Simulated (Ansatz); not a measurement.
VSi$_{2}$ (CrSi2 type, space group P6_222)

```xyz
9
Lattice="4.5661 0.0000 0.0000 -2.2830 3.9543 0.0000 0.0000 0.0000 6.3662" Properties=species:S:1:pos:R:3 pbc="T T T"
V      2.2830     0.0000     0.0000
V      1.1415     1.9772     2.1221
V     -1.1415     1.9772     4.2441
Si     0.0000     1.2879     0.0000
Si     3.4508     0.6439     2.1221
Si     1.1677     3.3104     4.2441
Si     2.2830     2.6665     0.0000
Si    -1.1677     3.3104     2.1221
Si     1.1153     0.6439     4.2441
```

The slice is a (0001) plane (indices of the conventional cell) through the point (0.163, 0.326, 0.000) (fractional), spanned by u = [110] and v = [1 -1 0] in vectors of this cell: u (4.57 Å) and v (7.91 Å, at 90° to u). It covers one period; positions are fractions (u, v).

Calculation: PBE (plane waves to 420 eV, PAW, scalar-relativistic; Ansatz, a program for electronic structure). k mesh 12×12×8. Near the nuclei the fields are pseudised (PAW); where an atom keeps semicore shells as valence, they peak there. VSi2 is run without spin polarisation. VSi2 was relaxed with its symmetry unable to fall.

Question: The ELF has a maximum in the middle third of the Si–Si line. Where, and how high?

Answer: 0.67, 1.0 Å from Si.

Question: What is the ELF at the midpoint of the shortest Si–Si line in this plane (2.58 Å)?

Answer: 0.6.

Question: What is the valence density on the shortest Si–Si line in this plane (2.58 Å), at its midpoint?

Answer: 0.35 e/Å³.

Question: Predict the map of the valence electron density on the slice.

Answer: 
| v \ u | 0.00 | 0.11 | 0.22 | 0.33 | 0.44 | 0.56 | 0.67 | 0.78 | 0.89 |
|---|---|---|---|---|---|---|---|---|---|
| 0.94 | -0.6 | -0.4 | -0.5 | -0.5 | -0.2 | -0.1 | -0.5 | -0.4 | -0.4 |
| 0.84 | -0.5 | -0.5 | -0.6 | 0.0 | 1.1 | 1.1 | 0.2 | -0.6 | -0.5 |
| 0.75 | -0.4 | -0.4 | -0.5 | -0.4 | 0.3 | 0.3 | -0.4 | -0.5 | -0.4 |
| 0.66 | -1.3 | -0.6 | -0.4 | -0.5 | -0.5 | -0.5 | -0.6 | -0.5 | -0.5 |
| 0.56 | -0.4 | -0.4 | -0.5 | -0.4 | -0.5 | -0.5 | -0.4 | -0.5 | -0.4 |
| 0.47 | -0.5 | -0.5 | -0.5 | -0.4 | -0.8 | -0.8 | -0.4 | -0.5 | -0.6 |
| 0.38 | 1.0 | 0.6 | -0.4 | -0.5 | -0.5 | -0.5 | -0.5 | -0.5 | 0.5 |
| 0.28 | 0.9 | 0.5 | -0.5 | -0.5 | -0.4 | -0.4 | -0.5 | -0.5 | 0.4 |
| 0.19 | -0.5 | -0.6 | -0.6 | -0.4 | -0.8 | -0.9 | -0.4 | -0.5 | -0.5 |
| 0.09 | -0.4 | -0.4 | -0.5 | -0.4 | -0.4 | -0.5 | -0.4 | -0.5 | -0.4 |
| 0.00 | -1.3 | -0.6 | -0.5 | -0.6 | -0.5 | -0.5 | -0.5 | -0.4 | -0.5 |

Values: log₁₀ of the valence density in e/Å³. The scale is logarithmic, as a density can span decades between atoms and voids.
